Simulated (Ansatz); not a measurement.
Data:

ScIn3:
```
ScIn3
1.0
    4.49444     0.00000     0.00000
    0.00000     4.49444     0.00000
    0.00000     0.00000     4.49444
Sc In
1 3
Direct
  0.00000   0.00000   0.00000
  0.00000   0.50000   0.50000
  0.50000   0.00000   0.50000
  0.50000   0.50000   0.00000
```

This is the r²SCAN-relaxed structure.

All from DFT-r²SCAN in the program Ansatz with PAW potentials, unless another level is named. Give the formation energy from the elements (no fitted shifts).

-0.41 eV/atom.

Predict the density of states at the Fermi level.

0.55 states/eV per atom (mean over ±0.08 eV).

Space group Pm-3m (Cu3Au type). The workflow started from a Materials Project entry (that database holds measured and hypothetical structures alike); the Crystallography Open Database files this formula in space group No. 221, but the cells were not matched. Its standing as an ambient phase is unchecked. The r²SCAN relaxation kept the symmetry of its start; whether a distortion lowers the energy is not shown. No spin polarisation was allowed. The references are the lowest solids computed at this level, not always the standard phases. Spin–orbit coupling is left out wherever it is not named.

Potentials: the later of the program's two PAW sets.
